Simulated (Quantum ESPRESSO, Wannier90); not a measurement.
# Wannierisation of RbCl (rock salt)

Structure: Materials Project mp-23295, symmetrised, not relaxed again. COD (Crystallography Open Database) has the formula in 2 space groups, this one among them (matched by group alone). Level: PBEsol, no spin polarisation, no spin-orbit coupling; pw.x of Quantum ESPRESSO at 47 Ry with PseudoDojo potentials, 8×8×8 k-points, Wannier90. Density: 8×8×8 mesh, cold smearing 0.01 Ry.

On the energy scale of pw.x, whose zero is arbitrary, the valence-band maximum lies at 0.87 eV.

Input w.win:

```
num_bands = 3
num_wann = 3
exclude_bands = 1-5,9-15
num_iter = 1000
conv_tol = 1.0e-6
conv_window = 4
write_hr = true
write_u_matrices = true
auto_projections = true
begin unit_cell_cart
ang
    0.0000000000    3.3087050000    3.3087050000
    3.3087050000    0.0000000000    3.3087050000
    3.3087050000    3.3087050000    0.0000000000
end unit_cell_cart
begin atoms_frac
Rb   0.0000000000  0.0000000000  0.0000000000
Cl   0.5000000000  0.5000000000  0.5000000000
end atoms_frac
mp_grid = 8 8 8
begin kpoints
0.0000000000 0.0000000000 0.0000000000
0.0000000000 0.0000000000 0.1250000000
0.0000000000 0.0000000000 0.2500000000
... (509 more lines: the 8x8x8 mesh through Gamma)
end kpoints
```

Input of pw2wannier90.x that gives the overlap and projection files (equivalent; here they were cut from one run over all bands):

```
&inputpp
  outdir = './out'
  prefix = 'pwscf'
  seedname = 'w'
  write_amn = .true.
  write_mmn = .true.
  atom_proj = .true.
  atom_proj_exclude = 1 2 3 4 5 6
/
```

Output w.wout (banner and timings cut):

```
                                    ------
                                    SYSTEM
                                    ------

                              Lattice Vectors (Ang)
                    a_1     0.000000   3.308705   3.308705
                    a_2     3.308705   0.000000   3.308705
                    a_3     3.308705   3.308705   0.000000

                   Unit Cell Volume:      72.44429  (Ang^3)

                        Reciprocal-Space Vectors (Ang^-1)
                    b_1    -0.949493   0.949493   0.949493
                    b_2     0.949493  -0.949493   0.949493
                    b_3     0.949493   0.949493  -0.949493

 *----------------------------------------------------------------------------*
 |   Site       Fractional Coordinate          Cartesian Coordinate (Ang)     |
 +----------------------------------------------------------------------------+
 | rb   1   0.00000   0.00000   0.00000   |    0.00000   0.00000   0.00000    |
 | cl   1   0.50000   0.50000   0.50000   |    3.30870   3.30870   3.30870    |
 *----------------------------------------------------------------------------*
                                ------------
                                K-POINT GRID
                                ------------

             Grid size =  8 x  8 x  8      Total points =  512

 *---------------------------------- MAIN ------------------------------------*
 |  Number of Wannier Functions               :                 3             |
 |  Number of Objective Wannier Functions     :                 3             |
 |  Number of input Bloch states              :                 3             |
 |  Output verbosity (1=low, 5=high)          :                 1             |
 |  Timing Level (1=low, 5=high)              :                 1             |
 |  Optimisation (0=memory, 3=speed)          :                 3             |
 |  Length Unit                               :               Ang             |
 |  Post-processing setup (write *.nnkp)      :                 F             |
 |  Using Gamma-only branch of algorithms     :                 F             |
 *----------------------------------------------------------------------------*
 *------------------------------- WANNIERISE ---------------------------------*
 |  Total number of iterations                :              1000             |
 |  Number of CG steps before reset           :                 5             |
 |  Trial step length for line search         :             2.000             |
 |  Convergence tolerence                     :         0.100E-05             |
 |  Convergence window                        :                 4             |
 |  Iterations between writing output         :                 1             |
 |  Iterations between backing up to disk     :               100             |
 |  Write r^2_nm to file                      :                 F             |
 |  Write xyz WF centres to file              :                 F             |
 |  Write on-site energies <0n|H|0n> to file  :                 F             |
 |  Use guiding centre to control phases      :                 F             |
 |  Use phases for initial projections        :                 F             |
 *----------------------------------------------------------------------------*
 *-------------------------------- PLOTTING ----------------------------------*
 |  Plotting Hamiltonian in WF basis          :                 T             |
 *----------------------------------------------------------------------------*

 *---------------------------------- K-MESH ----------------------------------*
 +----------------------------------------------------------------------------+
 |                    Distance to Nearest-Neighbour Shells                    |
 |                    ------------------------------------                    |
 |          Shell             Distance (Ang^-1)          Multiplicity         |
 |          -----             -----------------          ------------         |
 |             1                   0.205571                      8            |
 |             2                   0.237373                      6            |
 |             3                   0.335697                     12            |
 |             4                   0.393639                     24            |
 |             5                   0.411143                      8            |
 |             6                   0.474747                      6            |
 |             7                   0.517343                     24            |
 |             8                   0.530783                     24            |
       ... (lines left out)
 +----------------------------------------------------------------------------+
 | The b-vectors are chosen automatically                                     |
 | The following shells are used:                       1                     |
 +----------------------------------------------------------------------------+
 |                        Shell   # Nearest-Neighbours                        |
 |                        -----   --------------------                        |
 |                          1               8                                 |
 +----------------------------------------------------------------------------+
 | Completeness relation is fully satisfied [Eq. (B1), PRB 56, 12847 (1997)]  |
 +----------------------------------------------------------------------------+
 |                  b_k Vectors (Ang^-1) and Weights (Ang^2)                  |
 |                  ----------------------------------------                  |
 |            No.         b_k(x)      b_k(y)      b_k(z)        w_b           |
 |            ---        --------------------------------     --------        |
 |             1         0.118687    0.118687   -0.118687     8.873733        |
 |             2         0.118687   -0.118687    0.118687     8.873733        |
 |             3        -0.118687    0.118687    0.118687     8.873733        |
 |             4         0.118687    0.118687    0.118687     8.873733        |
 |             5        -0.118687   -0.118687    0.118687     8.873733        |
 |             6        -0.118687    0.118687   -0.118687     8.873733        |
 |             7         0.118687   -0.118687   -0.118687     8.873733        |
 |             8        -0.118687   -0.118687   -0.118687     8.873733        |
 +----------------------------------------------------------------------------+
 |                           b_k Directions (Ang^-1)                          |
 |                           -----------------------                          |
 |            No.           x           y           z                         |
 |            ---        --------------------------------                     |
 |             1         0.118687    0.118687   -0.118687                     |
 |             2         0.118687   -0.118687    0.118687                     |
 |             3        -0.118687    0.118687    0.118687                     |
 |             4         0.118687    0.118687    0.118687                     |
 +----------------------------------------------------------------------------+

 Starting a new Wannier90 calculation ...

 Reading overlaps from w.mmn

 Reading projections from w.amn

 *------------------------------- WANNIERISE ---------------------------------*
 +--------------------------------------------------------------------+<-- CONV
 | Iter  Delta Spread     RMS Gradient      Spread (Ang^2)            |<-- CONV
 +--------------------------------------------------------------------+<-- CONV

 ------------------------------------------------------------------------------
 Initial State
  WF centre and spread    1  (  3.308705,  3.308705,  3.308705 )     1.60146628
  WF centre and spread    2  (  3.308705,  3.308705,  3.308705 )     1.60146628
  WF centre and spread    3  (  3.308705,  3.308705,  3.308705 )     1.60146628
  Sum of centres and spreads (  9.926115,  9.926115,  9.926115 )     4.80439884

      0     0.480E+01     0.0000000000        4.8043988440  <-- CONV
        O_D=      0.0000000 O_OD=      0.0076127 O_TOT=      4.8043988 <-- SPRD
 ------------------------------------------------------------------------------
      1    -0.203E-06     0.0003659883        4.8043986415  <-- CONV
        O_D=      0.0000000 O_OD=      0.0076125 O_TOT=      4.8043986 <-- SPRD
      2    -0.376E-07     0.0001809958        4.8043986039  <-- CONV
        O_D=      0.0000000 O_OD=      0.0076125 O_TOT=      4.8043986 <-- SPRD
      3    -0.357E-08     0.0000603730        4.8043986003  <-- CONV
        O_D=      0.0000000 O_OD=      0.0076125 O_TOT=      4.8043986 <-- SPRD
      4    -0.181E-09     0.0000134792        4.8043986001  <-- CONV
        O_D=      0.0000000 O_OD=      0.0076125 O_TOT=      4.8043986 <-- SPRD
             <<<     Delta < 1.000E-06  over  4 iterations     >>>
             <<< Wannierisation convergence criteria satisfied >>>
 Final State
  WF centre and spread    1  (  3.308705,  3.308705,  3.308705 )     1.60146620
  WF centre and spread    2  (  3.308705,  3.308705,  3.308705 )     1.60146620
  WF centre and spread    3  (  3.308705,  3.308705,  3.308705 )     1.60146620
  Sum of centres and spreads (  9.926115,  9.926115,  9.926115 )     4.80439860

         Spreads (Ang^2)       Omega I      =     4.796786117
        ================       Omega D      =     0.000000000
                               Omega OD     =     0.007612483
    Final Spread (Ang^2)       Omega Total  =     4.804398600
```
